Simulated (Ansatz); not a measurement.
ZnIn₂O₄:
```
CELL_PARAMETERS angstrom
      0.00000     4.46108     4.46108
      4.46108     0.00000     4.46108
      4.46108     4.46108     0.00000
ATOMIC_POSITIONS crystal
  Zn 0.75000 0.75000 0.75000
  Zn 0.50000 0.50000 0.50000
  In 0.12500 0.12500 0.62500
  In 0.12500 0.62500 0.12500
  In 0.12500 0.12500 0.12500
  In 0.62500 0.12500 0.12500
  O  0.88065 0.88065 0.88065
  O  0.89196 0.36935 0.36935
  O  0.88065 0.88065 0.35804
  O  0.36935 0.89196 0.36935
  O  0.35804 0.88065 0.88065
  O  0.36935 0.36935 0.36935
  O  0.88065 0.35804 0.88065
  O  0.36935 0.36935 0.89196
```

PBEsol (plane waves, PAW; program Ansatz) gives a gap of 1.27 eV without spin–orbit coupling, maximum at L, minimum at Γ.

Q: What happens when spin–orbit coupling is switched on?

A: The gap hardly moves, to 1.27 eV; maximum at L, minimum at Γ.

Q: Give the electron effective mass with spin–orbit coupling.

A: 0.18 mₑ (isotropic).

Q: Give the hole effective mass with spin–orbit coupling.

A: 1.2, 1.2, 7.8 mₑ (principal values).

Space group Fd-3m (spinel). The first step of the workflow began from a Materials Project structure, measured or hypothetical; the Crystallography Open Database copy checked does not list it. Its standing as an ambient phase is unchecked. Symmetry was held in the PBEsol relaxation; of distortions, only those at the zone centre were tested.

Potentials: the later of the program's two PAW sets.
